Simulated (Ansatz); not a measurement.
Polymorphs of MoW, each relaxed with DFT-r²SCAN in the program Ansatz with PAW potentials:

A: Cmcm
a = 2.585 Å, b = 10.612 Å, c = 4.687 Å, α = 90.00°, β = 90.00°, γ = 90.00°

```tsv
atom	site	symmetry	x	y	z
W	4c	m2m	0.0000	0.3207	0.2500
Mo	4c	m2m	0.0000	0.0689	0.2500
```

B: Cmmm
a = 3.160 Å, b = 4.472 Å, c = 4.465 Å, α = β = γ = 90.00°

```tsv
atom	site	symmetry	x	y	z
Mo	2a	mmm	0.0000	0.0000	0.0000
W	2c	mmm	0.0000	0.5000	0.5000
```

**Question.** Rank these by energy per atom at 0 K (lowest first), as r²SCAN gives it.

**Answer.** B (+0 meV/atom), A (+464 meV/atom)

Typed or built starts, not in the databases checked: A. Standing as an ambient phase not checked: B. Perhaps ordered models of mixed-site phases: B. All cells were relaxed under the symmetry of their starts (and spin orders); stability against distortions was not tested throughout. Rows with no word on spin ran without spin polarisation. Scalar-relativistic: spin–orbit coupling is off unless named, which matters more the heavier the elements.

Energies hold the estimated change up to a 700 eV cutoff; steps of a few meV lie near the error of the meshes.

Potentials: the later of the program's two PAW sets.
